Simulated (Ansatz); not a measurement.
The end point of a relaxation of CdIn$_{2}$O$_{4}$. Space group Fd-3m (No. 227), spinel type. Computed with r2SCAN (plane waves to 500 eV, PAW, scalar-relativistic; Ansatz, a first-principles code).

```xyz
14
Lattice="0.0000 4.6004 4.6004 4.6004 0.0000 4.6004 4.6004 4.6004 0.0000" Properties=species:S:1:pos:R:3 pbc="T T T"
In     1.1501     1.1501     1.1501
In     1.1501     3.4503     3.4503
In     3.4503     1.1501     3.4503
In     3.4503     3.4503     1.1501
Cd     6.9006     6.9006     6.9006
Cd     4.6004     4.6004     4.6004
O      3.3296     3.3296     3.3296
O      3.3296     5.8713     5.8713
O      5.8713     3.3296     5.8713
O      5.8713     5.8713     3.3296
O      8.1715     8.1715     8.1715
O      8.1715     5.6298     5.6298
O      5.6298     8.1715     5.6298
O      5.6298     5.6298     8.1715
```

Problem. Estimate the band gap that r2SCAN returns for this input.

Solution. 1.57 eV, indirect (valence top at L, conduction bottom at Γ) (no spin-orbit coupling).

Problem. What is the computed smallest direct gap (r2SCAN)?

Solution. 1.63 eV at Γ.

No spin polarisation in the result.

The run could not lose the symmetry of its start.
